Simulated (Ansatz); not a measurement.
**PtSe2 (CdI2 type): scan of one atom of the cell**

PtSe2 (CdI2 type)

```xyz
6
Lattice="7.4614 0.0000 0.0000 -1.8653 3.2309 0.0000 0.0000 0.0000 5.2561" Properties=species:S:1:pos:R:3 pbc="T T T"
Pt     0.0000     0.0000     0.0000
Pt     3.7307     0.0000     0.0000
Se     1.8653     1.0770     1.2982
Se     5.5960     1.0770     1.2982
Se     0.0000     2.1539     3.9579
Se     3.7307     2.1539     3.9579
```

Scan: atom 3 (Se, nearest neighbour Pt at 2.515 Å; its periodic images, 3.7 Å or more away, move with it) is displaced towards the nearest neighbour, direction (-0.742, -0.428, -0.516) in Cartesian axes, by s. The other atoms stay.

Calculation: r2SCAN+rVV10 (plane waves to 500 eV, PAW, scalar-relativistic; Ansatz, a first-principles code). k mesh 6×12×7 (Γ-centred), Fermi-Dirac smearing 0.05 eV. The energy includes the smearing's −TS. Compression counts positive. Left out: 2 of 11 points, with atoms too close for the PAW data. With partly filled bands, energies and forces of such displacements shift with the k mesh and the smearing. F∥ is the force on the atom along that direction. F⊥ is the part of the force across the line. At this level the bands of PtSe2 touch or barely overlap. PtSe2 is run without spin polarisation. PtSe2 was relaxed with its symmetry unable to fall. Spin-orbit coupling is left out, though Pt is heavy. The zero of ΔE is the undisplaced structure.

| s (Å) | ΔE (eV/cell) | |F⊥| (eV/Å) | P (GPa) | F∥ (eV/Å) |
|---|---|---|---|---|
| -0.750 | 1.195 | 0.128 | -0.5 | 2.370 |
| -0.600 | 0.861 | 0.147 | -0.9 | 2.100 |
| -0.450 | 0.561 | 0.127 | -1.2 | 1.904 |
| -0.300 | 0.294 | 0.088 | -1.2 | 1.623 |
| -0.150 | 0.088 | 0.041 | -0.8 | 1.065 |
| 0.000 | 0.000 | 0.002 | 0.0 | 0.001 |
| 0.150 | 0.129 | 0.017 | 1.6 | -1.897 |
| 0.300 | 0.637 | 0.014 | 4.5 | -5.172 |
| 0.450 | 1.798 | 0.105 | 9.4 | -10.813 |

Key numbers:

The energy at s = 0.450 Å is 1798 meV/cell and the force along the line at s = -0.750 Å comes out as 2.37 eV/Å. The force constant k = d²E/ds² at s = 0 (finite differences) is 9.39 eV/Å². Symmetry of the curve: not even: the positive side lies higher at ±0.450 Å. Shape of the curve: a single well with its minimum at or next to zero displacement. Harmonic estimate at the end of the scan: ½ks² = 951 meV/cell against the computed 1798 meV/cell, so the well is stiffer than harmonic there.

(For displaced atoms, the force is minus the slope of the energy, and its curvature is a force constant, which sets phonon frequencies.)
